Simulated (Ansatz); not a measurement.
BaGa₂H₂:
```
BaGa2H2
1.0
    4.51544     0.00000     0.00000
   -2.25772     3.91049     0.00000
    0.00000     0.00000     4.95742
H Ba Ga
2 1 2
Direct
  0.33333   0.66667   0.13082
  0.66667   0.33333   0.86918
  0.00000   0.00000   0.00000
  0.33333   0.66667   0.46804
  0.66667   0.33333   0.53196
```

Relaxed with r²SCAN.

Task: Map the electron localisation function on the plane through (0.333, 0.667, 0.131) spanned by u = [0, 0, 1] and v = [1, -1, 0] in lattice vectors, from r²SCAN (plane waves, PAW; program Ansatz).

Result: x is the fraction of u, y of v (the angle between them is 90°; rows are the nearest grid lines); atoms in the plane: H at (0.00, 0.00), H at (0.74, 0.33), Ba at (0.87, 0.67), Ga at (0.34, 0.00), Ga at (0.40, 0.33).
```
|99973100440023343101489999|
|99963210000123342100279999|
|99852221112233442100136899|
|12222222233344420000000011|
|21000123444442100124666542|
|64100012333321001367888876|
|88630000111100025888877788|
|88862000000000147886100048|
|88862000000000147886100048|
|88851000000000037888521378|
|87410011222110002688888888|
|31000234444332100013566653|
|10002344443332110000112211|
|00124433222222235676421000|
|00234332100011248999998410|
|00233331000001248999999620|
|00233331000001248999999620|
|00234432211122247999986200|
|00134555443333333454320000|
|01124566666555432221100000|
|54333333344555532100001245|
|99852221112233442100148999|
|99963210000123343100379999|
|99973100440023343101489999|
```
Scale: ten equal steps from 0.003 (start of '0') to 1.00 (end of '9'), in the order '0123456789'; x runs from 0.000 to 1.00, y from 0.000 (bottom) to 1.00 (top).

The density is the valence pseudo-density with augmentation charge, so density and ELF within about 1 Å of a nucleus are not all-electron values.

Space group P-3m1. The workflow started from an entry of the Crystallography Open Database (COD). Whether it is the stable phase at ambient conditions was not checked. The cell was relaxed with r²SCAN under the symmetry of its start; whether a distortion lowers the energy is not shown. Scalar-relativistic: spin–orbit coupling is off unless named, which matters more the heavier the elements.

Potentials: the later of the program's two PAW sets.
